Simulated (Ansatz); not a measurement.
La₂NCl₃ in space group Ibam (No. 72; La on 8j, N on 4a, Cl on 4b, Cl on 8j), the program Ansatz at the PBE level (PAW), all energies at zero smearing, with the estimated change up to a 700 eV cutoff added, with one set of potentials and settings (totals compare only within such a set). Cell of 12 atoms (4 La, 2 N, 6 Cl): -32271.953 eV.

| element | reference phase | E (eV/atom) |
|---|---|---|
| La | P6_3/mmc, 4 atoms in the cell | -6250.0953 |
| N | Pa-3, 8 atoms in the cell | -384.0325 |
| Cl | Cmce, 4 atoms in the cell | -1079.4982 |

Formation energy per atom, worked out: (-32271.953 − 4×(-6250.0953) − 2×(-384.0325) − 6×(-1079.4982))/12 = -2.210 eV/atom (-213 kJ per mol of atoms), at 0 K, without zero-point energy or fitted corrections.

The workflow started from a Materials Project entry (that database holds measured and hypothetical structures alike); the Crystallography Open Database copy checked does not list it. Its standing as an ambient phase is unchecked. The cell was relaxed with PBE under the symmetry of its start; whether a distortion lowers the energy is not shown. The references are the lowest solids computed at this level, not always the standard phases (solids in place of the gases). Spin–orbit coupling is left out wherever it is not named.

Potentials: the later of the program's two PAW sets.
